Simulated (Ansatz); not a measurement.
ZrIr (L1₀ or tetragonal B2, P4/mmm), a = b = 3.0572 Å, c = 3.6224 Å, α = β = γ = 90.00°.

Relaxed with LDA.

### Question
Which orbitals make up the states near the Fermi level in plane-wave PAW LDA (Ansatz code)?

### Answer
Within 0.5 eV of the Fermi level: Zr 4d 58 %, Ir 5d 30 %. Projections are on Löwdin-orthogonalised atomic valence shells; empty p or d shells of many metals are not among them.

### Question
Tabulate the density of states.

### Answer
States/eV per cell of 2 atoms, in 0.25 eV bins, energy from the Fermi level.

| E (eV) | total | Ir 5d | Zr 4d | Ir 6s |
|---|---|---|---|---|
| -7.85 | 0.09 | 0.00 | 0.00 | 0.03 |
| -7.60 | 0.12 | 0.00 | 0.00 | 0.04 |
| -7.35 | 0.15 | 0.00 | 0.00 | 0.06 |
| -7.10 | 0.18 | 0.00 | 0.00 | 0.07 |
| -6.85 | 0.22 | 0.01 | 0.01 | 0.09 |
| -6.60 | 0.26 | 0.02 | 0.01 | 0.11 |
| -6.35 | 0.37 | 0.04 | 0.04 | 0.14 |
| -6.10 | 0.82 | 0.18 | 0.20 | 0.26 |
| -5.85 | 1.12 | 0.28 | 0.30 | 0.36 |
| -5.60 | 1.29 | 0.41 | 0.38 | 0.34 |
| -5.35 | 1.58 | 0.66 | 0.47 | 0.29 |
| -5.10 | 2.03 | 1.01 | 0.59 | 0.26 |
| -4.85 | 2.35 | 1.37 | 0.64 | 0.15 |
| -4.60 | 3.25 | 2.12 | 0.80 | 0.06 |
| -4.35 | 2.93 | 1.97 | 0.69 | 0.04 |
| -4.10 | 2.44 | 1.66 | 0.54 | 0.03 |
| -3.85 | 2.64 | 1.91 | 0.57 | 0.04 |
| -3.60 | 2.86 | 2.15 | 0.55 | 0.05 |
| -3.35 | 2.94 | 2.20 | 0.61 | 0.05 |
| -3.10 | 3.31 | 2.53 | 0.59 | 0.09 |
| -2.85 | 3.24 | 2.47 | 0.51 | 0.13 |
| -2.60 | 3.41 | 2.61 | 0.54 | 0.12 |
| -2.35 | 3.05 | 2.33 | 0.47 | 0.10 |
| -2.10 | 2.28 | 1.60 | 0.42 | 0.08 |
| -1.85 | 1.80 | 1.21 | 0.36 | 0.07 |
| -1.60 | 1.16 | 0.70 | 0.28 | 0.04 |
| -1.35 | 1.01 | 0.49 | 0.31 | 0.05 |
| -1.10 | 0.86 | 0.38 | 0.29 | 0.04 |
| -0.85 | 0.80 | 0.30 | 0.33 | 0.03 |
| -0.60 | 0.86 | 0.29 | 0.40 | 0.02 |
| -0.35 | 1.08 | 0.32 | 0.58 | 0.02 |
| -0.10 | 1.60 | 0.44 | 0.94 | 0.02 |
| 0.15 | 1.96 | 0.58 | 1.17 | 0.02 |
| 0.40 | 2.14 | 0.69 | 1.27 | 0.03 |
| 0.65 | 2.16 | 0.77 | 1.21 | 0.05 |
| 0.90 | 2.13 | 0.67 | 1.23 | 0.07 |
| 1.15 | 2.07 | 0.57 | 1.23 | 0.08 |
| 1.40 | 1.60 | 0.44 | 0.91 | 0.08 |
| 1.65 | 1.49 | 0.36 | 0.91 | 0.06 |
| 1.90 | 2.51 | 0.55 | 1.70 | 0.07 |
| 2.15 | 2.14 | 0.42 | 1.51 | 0.07 |
| 2.40 | 1.38 | 0.20 | 1.01 | 0.05 |
| 2.65 | 1.26 | 0.15 | 0.97 | 0.04 |
| 2.90 | 1.28 | 0.15 | 1.00 | 0.04 |
| 3.15 | 1.09 | 0.13 | 0.84 | 0.03 |
| 3.40 | 1.22 | 0.13 | 0.93 | 0.03 |
| 3.65 | 1.39 | 0.16 | 1.05 | 0.04 |
| 3.90 | 1.55 | 0.21 | 1.17 | 0.04 |
| 4.15 | 1.78 | 0.26 | 1.34 | 0.04 |
| 4.40 | 1.83 | 0.29 | 1.35 | 0.05 |
| 4.65 | 1.81 | 0.29 | 1.31 | 0.06 |

The first step of the workflow began from a Materials Project structure, measured or hypothetical; the Crystallography Open Database copy checked does not list it. COD files the formula under space group No. 221, so this cell is another polymorph or a model. With Zr and Ir taken as one species the cell has the higher symmetry I4/mmm, so it may be an ordered model of a mixed-site phase. Its standing as an ambient phase is unchecked. The LDA relaxation kept the symmetry of its start; of distortions, only those at the zone centre were tested. No spin polarisation was allowed. Axis ratios of metals converge slowly with the k-mesh, so a and c are less sure than the volume. Spin–orbit coupling is left out wherever it is not named.

Potentials: the later of the program's two PAW sets.
